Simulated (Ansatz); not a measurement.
The relaxed structure here is a generated cell of TaSi2: the first start was made by a random draw of sites in a space group, and the end was not matched to a known phase here, so it may be hypothetical. Known forms of TaSi2 include space group No. 181.

One starting cell of TaSi2 (a randomly generated symmetric cell of TaSi2 (space group No. 123)) was relaxed twice with Ansatz (plane waves, PAW, scalar-relativistic): with r2SCAN at 500 eV and with PBE at 420 eV. The r2SCAN result:

```
TaSi2
1.0
    3.51329     0.00000     0.00000
    0.00000     3.51329     0.00000
    0.00000     0.00000     4.64167
Si Ta
2 1
Cartesian
  0.00000   0.00000   2.32083
  0.00000   0.00000   0.00000
  1.75664   1.75664   0.00000
```

| quantity | r2SCAN | PBE |
|---|---|---|
| space group | P4/mmm | P4/mmm |
| volume (Å³/atom) | 19.10 | (withheld) |
| a (Å) | 3.513 | (withheld) |
| c (Å) | 4.642 | (withheld) |
| gap (eV, no spin-orbit coupling) | 0.00 | (withheld) |

What does PBE give for the same quantities?


- volume (Å³/atom), PBE: 19.43
- a (Å), PBE: 3.528
- c (Å), PBE: 4.683
- gap (eV, no spin-orbit coupling), PBE: 0.00

Both levels end in the same structure; PBE's volume is 1.7 % larger. Neither column is exact.

No spin polarisation in the result. The relaxed primitive cell holds an odd number of electrons. A magnetic state may lie lower.

The run could not lower the symmetry of its start; a shaken copy of this end point relaxes with r2SCAN to Pmmm (No. 47), 0.94 eV/atom lower.

Ansatz is a program for electronic structure.
